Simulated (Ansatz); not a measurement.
A geometry of Ge away from equilibrium: step 5 of the relaxation of a relaxed Ge cell, doubled along one cell vector, shaken by Gaussian noise of σ = 0.08 Å a coordinate. Calculation: r2SCAN (plane waves to 500 eV, PAW, scalar-relativistic; Ansatz, a program for electronic structure). Γ-centred k-mesh 7×4×3 on the run's cell (coarser than for final values), Fermi–Dirac smearing 0.05 eV. The plane waves were selected for a different cell earlier on the path.

```yaml
crystal:
  lattice:
    - [3.96425, 0.00169, 0.00298]
    - [-3.96132, 6.86578, 0.05100]
    - [0.00598, 0.06255, 7.62421]
  atoms:
    - { symbol: Ge, position: [0.00284, 0.99866, 0.16541] }
    - { symbol: Ge, position: [0.00264, 0.50250, 0.16591] }
    - { symbol: Ge, position: [0.00722, 0.01570, 0.81806] }
    - { symbol: Ge, position: [0.01062, 0.51280, 0.81647] }
    - { symbol: Ge, position: [0.33829, 0.33433, 0.25302] }
    - { symbol: Ge, position: [0.33468, 0.82937, 0.25464] }
    - { symbol: Ge, position: [0.67861, 0.17920, 0.72733] }
    - { symbol: Ge, position: [0.68642, 0.68632, 0.73137] }
```

Problem. What forces act on the atoms (eV/Å)?

Solution. 
| atom | Fx | Fy | Fz |
|---|---|---|---|
| Ge1 | 0.07 | 0.17 | -0.30 |
| Ge2 | 0.20 | -0.22 | -0.52 |
| Ge3 | 0.42 | -0.01 | 0.52 |
| Ge4 | 0.13 | 0.01 | 0.32 |
| Ge5 | -0.20 | -0.29 | 0.56 |
| Ge6 | -0.08 | 0.31 | 0.62 |
| Ge7 | -0.41 | 0.32 | -0.64 |
| Ge8 | -0.14 | -0.29 | -0.57 |

The path ends in Fd-3m (No. 227) (diamond type). No spin polarisation in the result.

Of the parent cell (P6₃/mmc (No. 194)): it is a generated cell of Ge: the first start was made by placing the elements on the sites of a structure type, and the end was not matched to a known phase here, so it may be hypothetical. Known forms of Ge include space group No. 227.
